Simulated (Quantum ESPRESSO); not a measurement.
Ti2YZrO7F, one run as intended and one with a planted mistake

Computed values, not a measurement. The program is pw.x of Quantum ESPRESSO 7.5 (plane-wave density functional theory). The cell is made up: 12 atoms on a fluorite lattice, with randomly drawn elements, strain and displacements, not relaxed. PseudoDojo standard norm-conserving files (v0.5 for PBE, v0.4.1 for LDA and PBEsol) set the functional; there is no spin polarisation, spin-orbit coupling or dispersion term, and the masses in the input are unused placeholders.

Intended input:

```
&control calculation='scf', pseudo_dir='./dojo.nc.sr.pbe.v0_5.standard.upf', outdir='./o', disk_io='low', tprnfor=.true., tstress=.true. /
&system ibrav=0, nat=12, ntyp=5, nbnd=54, ecutwfc=84.00895049, nosym=.true., tot_charge=0,
 occupations='smearing', smearing='fd', degauss=0.0018374661
/
&electrons conv_thr=7.350e-09, electron_maxstep=60, /
ATOMIC_SPECIES
F 1.0 F.upf
O 1.0 O.upf
Ti 1.0 Ti.upf
Y 1.0 Y.upf
Zr 1.0 Zr.upf
CELL_PARAMETERS angstrom
4.9879 -0.0243 -0.006
-0.0243 4.8608 -0.0143
-0.006 -0.0143 4.914
ATOMIC_POSITIONS angstrom
Ti 0.0124 -0.0064 0.0129
Ti -0.029 2.4211 2.4301
Y 2.4798 0.0029 2.4404
Zr 2.4779 2.3831 0.0128
O 1.2367 1.1787 1.25
F 1.2193 1.1836 3.6983
O 1.2115 3.6561 1.1902
O 1.1985 3.6719 3.6914
O 3.7282 1.1922 1.2504
O 3.7685 1.2164 3.6816
O 3.741 3.6337 1.1985
O 3.7081 3.6582 3.6791
K_POINTS automatic
5 5 5 1 1 1
```

The log is shortened where brackets say so; the opening notice, blank lines, dates and the lines on written files are dropped, and the path of the files is cut. It prints rydbergs, bohrs and kilobars, and counts compression as positive stress. Where no state is partly filled, the Fermi energy that it prints is only some level between the filled and the empty states on the mesh, and need not lie in the true gap.

Log of the intended run:

```
     Program PWSCF v.7.5
     Parallel version (MPI & OpenMP), running on       4 processor cores
     Number of MPI processes:                 4
     Threads/MPI process:                     1
     [start-up lines left out]
     bravais-lattice index     =            0
     lattice parameter (alat)  =       9.4259  a.u.
     unit-cell volume          =     803.9745 (a.u.)^3
     number of atoms/cell      =           12
     number of atomic types    =            5
     number of electrons       =        96.00
     number of Kohn-Sham states=           54
     kinetic-energy cutoff     =      84.0090  Ry
     charge density cutoff     =     336.0358  Ry
     scf convergence threshold =      7.3E-09
     mixing beta               =       0.7000
     number of iterations used =            8  plain     mixing
     Exchange-correlation= PBE
                           (   1   4   3   4   0   0   0)
     [axes and pseudopotential details left out]
   Cartesian axes
     site n.     atom                  positions (alat units)
         1        Ti     tau(   1) = (   0.0024860  -0.0012831   0.0025862  )
         2        Ti     tau(   2) = (  -0.0058140   0.4853885   0.4871929  )
         3        Y      tau(   3) = (   0.4971569   0.0005814   0.4892579  )
         4        Zr     tau(   4) = (   0.4967760   0.4777702   0.0025662  )
         5        O      tau(   5) = (   0.2479369   0.2363089   0.2506033  )
         6        F      tau(   6) = (   0.2444485   0.2372913   0.7414450  )
         7        O      tau(   7) = (   0.2428847   0.7329846   0.2386144  )
         8        O      tau(   8) = (   0.2402785   0.7361522   0.7400617  )
         9        O      tau(   9) = (   0.7474394   0.2390154   0.2506835  )
        10        O      tau(  10) = (   0.7555189   0.2438671   0.7380969  )
        11        O      tau(  11) = (   0.7500056   0.7284938   0.2402785  )
        12        O      tau(  12) = (   0.7434097   0.7334056   0.7375957  )
     number of k points=    63  Fermi-Dirac smearing, width (Ry)=  0.0018
                       cart. coord. in units 2pi/alat
        k(    1) = (   0.1006277   0.1034190   0.1019290), wk =   0.0320000
        k(    2) = (   0.1008748   0.1040175   0.3049413), wk =   0.0320000
     [further k points left out]
     Dense  grid:    83613 G-vectors     FFT dimensions: (  60,  54,  60)
     Estimated max dynamical RAM per process >     275.32 MB
     Estimated total dynamical RAM >       1.02 GB
     Initial potential from superposition of free atoms
     starting charge      95.9900, renormalised to      96.0000
     Starting wfcs are   72 randomized atomic wfcs
     total cpu time spent up to now is        5.6 secs
     per-process dynamical memory:   220.4 Mb
     Self-consistent Calculation
     iteration #  1     ecut=    84.01 Ry     beta= 0.70
     Davidson diagonalization with overlap
     ethr =  1.00E-02,  avg # of iterations =  2.0
     total cpu time spent up to now is       14.3 secs
     total energy              =    -699.40721404 Ry
     estimated scf accuracy    <       5.56872604 Ry
     iteration #  2     ecut=    84.01 Ry     beta= 0.70
     Davidson diagonalization with overlap
     ethr =  5.80E-03,  avg # of iterations =  7.9
     total cpu time spent up to now is       31.3 secs
     total energy              =    -691.53805957 Ry
     estimated scf accuracy    <      86.04307749 Ry
     [iterations 3 to 17 left out]
     iteration # 18     ecut=    84.01 Ry     beta= 0.70
     Davidson diagonalization with overlap
     ethr =  3.95E-10,  avg # of iterations =  3.3
     total cpu time spent up to now is      220.2 secs
     total energy              =    -702.36003260 Ry
     estimated scf accuracy    <       0.00000002 Ry
     iteration # 19     ecut=    84.01 Ry     beta= 0.70
     Davidson diagonalization with overlap
     ethr =  2.48E-11,  avg # of iterations =  6.2
     total cpu time spent up to now is      233.8 secs
     End of self-consistent calculation
     [lines on levels left out]
     the Fermi energy is    13.1798 ev
!    total energy              =    -702.36003261 Ry
     estimated scf accuracy    <          7.2E-09 Ry
     smearing contrib. (-TS)   =      -0.00000000 Ry
     internal energy E=F+TS    =    -702.36003261 Ry
     The total energy is F=E-TS. E is the sum of the following terms:
     one-electron contribution =    -134.75706405 Ry
     hartree contribution      =     128.82301905 Ry
     xc contribution           =    -141.49761596 Ry
     ewald contribution        =    -554.92837164 Ry
     convergence has been achieved in  19 iterations
     Forces acting on atoms (cartesian axes, Ry/au):
     atom    1 type  3   force =    -0.07262842   -0.10140958    0.04911005
     atom    2 type  3   force =    -0.08165314    0.07831102   -0.05502813
     atom    3 type  4   force =     0.05466775   -0.06955483    0.00135850
     atom    4 type  5   force =     0.07241004    0.09172527    0.03974295
     atom    5 type  2   force =    -0.09871703    0.07176146   -0.05456516
     atom    6 type  1   force =    -0.04716140    0.03733134    0.01758204
     atom    7 type  2   force =    -0.07530896   -0.05582986   -0.02641907
     atom    8 type  2   force =    -0.07554455   -0.06291337    0.02967122
     atom    9 type  2   force =     0.09205574    0.05643479   -0.05190798
     atom   10 type  2   force =     0.07893526    0.04021613    0.03633198
     atom   11 type  2   force =     0.07646914   -0.04102991   -0.02155011
     atom   12 type  2   force =     0.07647557   -0.04504246    0.03567371
     Total force =     0.373311     Total SCF correction =     0.000242
     Computing stress (Cartesian axis) and pressure
          total   stress  (Ry/bohr**3)                   (kbar)     P=      218.60
   0.00109012   0.00007795   0.00007402          160.36       11.47       10.89
   0.00007795   0.00179488  -0.00016652           11.47      264.04      -24.50
   0.00007402  -0.00016652   0.00157306           10.89      -24.50      231.41
     init_run     :      4.85s CPU      5.10s WALL (       1 calls)
     electrons    :    226.78s CPU    228.22s WALL (       1 calls)
     forces       :      1.89s CPU      1.90s WALL (       1 calls)
     stress       :      6.63s CPU      6.65s WALL (       1 calls)
     [timing details left out]
     PWSCF        :   4m 0.81s CPU   4m 2.57s WALL
     JOB DONE.
```

A second run has one planted mistake: the smearing is too wide. The input lines that differ, file-writing options aside:

```
- &system ibrav=0, nat=12, ntyp=5, nbnd=54, ecutwfc=84.00895049, nosym=.true., tot_charge=0,
+ &system ibrav=0, nat=12, ntyp=5, nbnd=72, ecutwfc=84.00895049, nosym=.true., tot_charge=0,
-  occupations='smearing', smearing='fd', degauss=0.0018374661
+  occupations='smearing', smearing='fd', degauss=0.0279294849
```

Its log:

```
     Program PWSCF v.7.5
     Parallel version (MPI & OpenMP), running on       4 processor cores
     Number of MPI processes:                 4
     Threads/MPI process:                     1
     [start-up lines left out]
     bravais-lattice index     =            0
     lattice parameter (alat)  =       9.4259  a.u.
     unit-cell volume          =     803.9745 (a.u.)^3
     number of atoms/cell      =           12
     number of atomic types    =            5
     number of electrons       =        96.00
     number of Kohn-Sham states=           72
     kinetic-energy cutoff     =      84.0090  Ry
     charge density cutoff     =     336.0358  Ry
     scf convergence threshold =      7.3E-09
     mixing beta               =       0.7000
     number of iterations used =            8  plain     mixing
     Exchange-correlation= PBE
                           (   1   4   3   4   0   0   0)
     [axes and pseudopotential details left out]
   Cartesian axes
     site n.     atom                  positions (alat units)
         1        Ti     tau(   1) = (   0.0024860  -0.0012831   0.0025862  )
         2        Ti     tau(   2) = (  -0.0058140   0.4853885   0.4871929  )
         3        Y      tau(   3) = (   0.4971569   0.0005814   0.4892579  )
         4        Zr     tau(   4) = (   0.4967760   0.4777702   0.0025662  )
         5        O      tau(   5) = (   0.2479369   0.2363089   0.2506033  )
         6        F      tau(   6) = (   0.2444485   0.2372913   0.7414450  )
         7        O      tau(   7) = (   0.2428847   0.7329846   0.2386144  )
         8        O      tau(   8) = (   0.2402785   0.7361522   0.7400617  )
         9        O      tau(   9) = (   0.7474394   0.2390154   0.2506835  )
        10        O      tau(  10) = (   0.7555189   0.2438671   0.7380969  )
        11        O      tau(  11) = (   0.7500056   0.7284938   0.2402785  )
        12        O      tau(  12) = (   0.7434097   0.7334056   0.7375957  )
     number of k points=    63  Fermi-Dirac smearing, width (Ry)=  0.0279
                       cart. coord. in units 2pi/alat
        k(    1) = (   0.1006277   0.1034190   0.1019290), wk =   0.0320000
        k(    2) = (   0.1008748   0.1040175   0.3049413), wk =   0.0320000
     [further k points left out]
     Dense  grid:    83613 G-vectors     FFT dimensions: (  60,  54,  60)
     Estimated max dynamical RAM per process >     336.08 MB
     Estimated total dynamical RAM >       1.25 GB
     Initial potential from superposition of free atoms
     starting charge      95.9900, renormalised to      96.0000
     Starting wfcs are   72 randomized atomic wfcs
     total cpu time spent up to now is        5.5 secs
     per-process dynamical memory:   277.2 Mb
     Self-consistent Calculation
     iteration #  1     ecut=    84.01 Ry     beta= 0.70
     Davidson diagonalization with overlap
     ethr =  1.00E-02,  avg # of iterations =  6.4
     total cpu time spent up to now is       19.5 secs
     total energy              =    -699.41344451 Ry
     estimated scf accuracy    <       5.56619094 Ry
     iteration #  2     ecut=    84.01 Ry     beta= 0.70
     Davidson diagonalization with overlap
     ethr =  5.80E-03,  avg # of iterations =  2.2
     total cpu time spent up to now is       34.5 secs
     total energy              =    -691.17503459 Ry
     estimated scf accuracy    <      90.71701749 Ry
     [iterations 3 to 17 left out]
     iteration # 18     ecut=    84.01 Ry     beta= 0.70
     Davidson diagonalization with overlap
     ethr =  1.28E-11,  avg # of iterations =  2.0
     total cpu time spent up to now is      227.5 secs
     total energy              =    -702.37723510 Ry
     estimated scf accuracy    <          9.1E-09 Ry
     iteration # 19     ecut=    84.01 Ry     beta= 0.70
     Davidson diagonalization with overlap
     ethr =  9.43E-12,  avg # of iterations =  2.0
     total cpu time spent up to now is      239.4 secs
     End of self-consistent calculation
     [lines on levels left out]
     the Fermi energy is    12.9907 ev
!    total energy              =    -702.37723510 Ry
     estimated scf accuracy    <          1.8E-10 Ry
     smearing contrib. (-TS)   =      -0.06565890 Ry
     internal energy E=F+TS    =    -702.31157620 Ry
     The total energy is F=E-TS. E is the sum of the following terms:
     one-electron contribution =    -134.83373210 Ry
     hartree contribution      =     128.96159100 Ry
     xc contribution           =    -141.51106346 Ry
     ewald contribution        =    -554.92837164 Ry
     convergence has been achieved in  19 iterations
     Forces acting on atoms (cartesian axes, Ry/au):
     atom    1 type  3   force =    -0.06752378   -0.09095444    0.04920013
     atom    2 type  3   force =    -0.07266133    0.07225286   -0.05290586
     atom    3 type  4   force =     0.05123911   -0.06709111   -0.00007726
     atom    4 type  5   force =     0.06758173    0.08805326    0.04136114
     atom    5 type  2   force =    -0.09559352    0.07112766   -0.05487880
     atom    6 type  1   force =    -0.04678146    0.03754822    0.01766667
     atom    7 type  2   force =    -0.07181860   -0.05587023   -0.02711531
     atom    8 type  2   force =    -0.07276078   -0.06290426    0.03011709
     atom    9 type  2   force =     0.08858088    0.05532372   -0.05304613
     atom   10 type  2   force =     0.07347980    0.03949352    0.03745975
     atom   11 type  2   force =     0.07289860   -0.04131696   -0.02326572
     atom   12 type  2   force =     0.07335935   -0.04566225    0.03548430
     Total force =     0.358293     Total SCF correction =     0.000035
     Computing stress (Cartesian axis) and pressure
          total   stress  (Ry/bohr**3)                   (kbar)     P=      229.18
   0.00118308   0.00008396   0.00007262          174.04       12.35       10.68
   0.00008396   0.00184548  -0.00015022           12.35      271.48      -22.10
   0.00007262  -0.00015022   0.00164521           10.68      -22.10      242.02
     init_run     :      5.02s CPU      5.26s WALL (       1 calls)
     electrons    :    227.53s CPU    233.87s WALL (       1 calls)
     forces       :      2.38s CPU      2.40s WALL (       1 calls)
     stress       :      7.61s CPU      7.62s WALL (       1 calls)
     [timing details left out]
     PWSCF        :   4m 2.92s CPU   4m 9.64s WALL
     JOB DONE.
```

```
                                            intended run  run with the mistake
                          free energy (eV)     -9556.095             -9556.329
                    smearing term -TS (eV)        0.0000               -0.8933
                            pressure (GPa)         21.86                 22.92
            largest force component (eV/Å)         2.607                 2.458
largest change of a force component (eV/Å)                               0.269
                                iterations            19                    19
```

For scale, a rerun of the intended cell at a cutoff of 1467 eV and k mesh 7 x 7 x 7 moved values by no more than 0.003 eV in energy, 0.05 GPa in stress and 0.003 eV/Å in force. The number of bands, nbnd, was set by rule from the electron count and the smearing, so it follows the mistake.